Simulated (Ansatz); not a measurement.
## Tunnel barriers from complex bands

Screening note. For a tunnel junction or a leaky gate film, the slowest evanescent state at the electrodes' Fermi level sets the resistance.

sapphire serves as the reference. The Fermi level is put at mid-gap. Of the planes computed for each crystal, the one with the slowest decay is listed. Wanted: the thickness for 8 decades of attenuation, and how many decades a 1.5 nm film gains over the reference.

Data:

Where the numbers come from (Ansatz, a plane-wave PAW program): plane, in the cell as filed, gap, decay constant k, slowest state: r²SCAN, complex band structure, on cells taken as filed or relaxed beforehand.

Definitions used: decades per nm = 2k × 10 Å/ln 10 = 8.686 k; thickness = 8/(decades per nm); extra decades of a 1.5 nm film = 1.5 × (row − reference).

```csv
crystal,"plane, in the cell as filed",gap on the mesh (eV),k at mid-gap (1/Å),planes computed,slowest state,decades per nm,thickness (nm),decades beyond the reference
"sapphire (α-Al2O3), reference",(001),6.77,0.391,3,at Γ,3.396,2.36,0.0
"KCdF3 (Pnma, oP20)",(010),4.11,0.457,1,at Γ,3.970,2.02,0.9
"LaGaO3 (Pnma, oP20)",(100),4.01,0.324,3,at Γ,2.814,2.84,−0.9
"KSiH3 (Pnma, oP20)",(001),2.72,0.309,2,at Γ,2.684,2.98,−1.1
```

Not checked to be the ambient phase: KCdF3 (Pnma, oP20); LaGaO3 (Pnma, oP20); KSiH3 (Pnma, oP20). Cells under pressure at the level used (negative: too large): sapphire −7 GPa, LaGaO3 (Pnma, oP20) −5 GPa. Spin–orbit coupling is left out unless named; no shift is given for KCdF3 (Pnma, oP20), LaGaO3 (Pnma, oP20).

Worked example:

Worked for LaGaO3 (Pnma, oP20):

- decades per nm: 8.686 × 0.324 = 2.814
- thickness: 8/2.814 = 2.84 nm
- decades beyond the reference: 1.5 × (2.814 − 3.396) = −0.9

The steps for sapphire:

- decades per nm: 8.686 × 0.391 = 3.396
- thickness: 8/3.396 = 2.36 nm

Result:

By decades per nm (highest first): KCdF3 (Pnma, oP20) (3.970 ± 0.24), sapphire (3.396 ± 0.20), LaGaO3 (Pnma, oP20) (2.814 ± 0.17) ≈ KSiH3 (Pnma, oP20) (2.684 ± 0.16). The ± follows from allowances picked for this note (decay constant k 6 %), carried to first order and added in quadrature; ≈ joins neighbours closer than their two ± added in quadrature. On this figure 1 of 3 candidates do clearly better than the reference.

Caveats:

The gaps are the functional's own, as a rule smaller than measured ones, and k shrinks with them; planes not computed could decay more slowly; interface matching and symmetry filtering by the electrodes are not included. Where several phases of a formula are at hand, those over 0.1 eV/atom above the lowest were not drawn (by r²SCAN where it compared them, else by the largest value; a layered or molecular lowest phase counts only with a dispersion term); other phases could lie lower still. Crystals of Pb, Bi, Tl or Hg, those whose gap spin–orbit coupling moves by over 0.3 eV, and those of Te, I or Sb with no such test at hand were not drawn. The rows are a sample and no shortlist: familiar crystals first, some related and some not, whatever their agreement with measurement; tables with many equal figures were not kept. Limits of the draw: gap over 1 eV, no layered crystals, primitive or conventional cells alone; no unfamiliar magnets, and cubic perovskites only if shown or known to be stable. As a rule kept out of such tables: 4f compounds, open-shell compounds run without a Hubbard term, cells found unstable in the tests at hand, cells close to a higher symmetry, and runs set to a pressure or over 12 % in volume from the crystal's fullest run.
